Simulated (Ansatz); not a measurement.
A geometry of Y2Si away from equilibrium: step 2 of the relaxation of a relaxed Y2Si cell, doubled along one cell vector, shaken by Gaussian noise of σ = 0.08 Å a coordinate. Method: r2SCAN (plane waves to 500 eV, PAW, scalar-relativistic; Ansatz, a quantum-chemistry and plane-wave program). Γ-centred k-mesh 4×4×4 on the run's cell (coarser than for final values), Fermi–Dirac smearing 0.05 eV.

```xyz
12
Lattice="6.7105 0.0007 -0.0082 0.0007 6.7720 0.0038 -0.0087 0.0041 7.1405" Properties=species:S:1:pos:R:3:forces:R:3 pbc="T T T" free_energy=-33438.908 pressure_GPa=-0.1
Si     3.3211     3.3336     1.8020    0.0416   -0.0670   -0.0645
Si     3.3548     3.3657     5.3679   -0.0814    0.0072   -0.0121
Si    -0.0179    -0.0152     1.7778    0.0972   -0.0032    0.0273
Si    -0.0399    -0.0473     5.3365    0.0281   -0.0201    0.1098
Y      5.3163     2.0215     0.0244    0.1694   -0.0104    0.1633
Y      5.3150     1.9992     3.6303    0.2265    0.0681   -0.1470
Y      1.3633     4.7190     0.0572   -0.1705   -0.0240   -0.0375
Y      1.3728     4.6706     3.6227   -0.2969   -0.0440    0.0268
Y      1.9751     1.3217    -0.0270   -0.0691    0.0387    0.1951
Y      2.0169     1.2348     3.6185   -0.1253    0.2289   -0.3886
Y      4.6777     5.4248    -0.0417    0.0622   -0.0688   -0.3775
Y      4.6825     5.4042     3.4171    0.1182   -0.1052    0.5050
```

Positions in Å, forces in eV/Å, free energy of the cell in eV (comparable only within this code, potentials and settings). Largest force: 0.53 eV/Å, on Y12 (atoms numbered as listed); the geometry lies 0.01 eV/atom above the end of its relaxation.

No spin polarisation in the result.

The end of the path is a generated cell of Y2Si: the first start was made by a random draw of sites in a space group, and the end was not matched to a known phase here, so it may be hypothetical.
